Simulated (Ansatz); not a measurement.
GaN (wurtzite)

```
GaN
1.0
    3.18312     0.00000     0.00000
   -1.59156     2.75667     0.00000
    0.00000     0.00000     5.18363
Ga N
2 2
Direct
  0.66667   0.33333   0.00099
  0.33333   0.66667   0.50099
  0.66667   0.33333   0.62421
  0.33333   0.66667   0.12421
```

Two-dimensional scan of atom 2 (Ga, nearest neighbour N at 1.946 Å; its periodic images, 3.2 Å or more away, move with it): u runs along (0.707, 0.707, 0.000), v along (0.000, 0.000, 1.000) (Cartesian). Cell and other atoms are fixed.

Computed with r2SCAN (plane waves to 500 eV, PAW, scalar-relativistic; Ansatz, a quantum-chemistry and plane-wave program). k mesh 10×10×5 (Γ-centred), Fermi-Dirac smearing 0.05 eV. E stands for the smeared free energy. Points where atoms come too close for the PAW data are left out (x in tables, blank in figures). As the smearing reaches across the gap at some points, energies and forces of such displacements shift with the k mesh and the smearing. GaN was relaxed with its symmetry unable to fall. ΔE is measured from the undisplaced structure. Axes are in Å.

Problem. Give the computed ΔE (meV/cell) at all points of the grid u = -0.640, -0.320, 0.000, 0.320, 0.640 by v = -0.640, -0.320, 0.000, 0.320, 0.640.

Solution. ΔE (meV/cell), with u across and v down:

```
v \ u   -0.640  -0.320  0.000  0.320  0.640
------  ------  ------  -----  -----  -----
-0.640    6831       x      x      x   6504
-0.320    3267    1783   1577   1640   1922
0.000        x     944      0    563   1944
0.320        x    2294    713   1619   3819
0.640        x    3761   1860   2935   5542
```

(A displaced cell: forces are minus the slopes of the energy, force constants its curvatures, and phonons follow from these.)
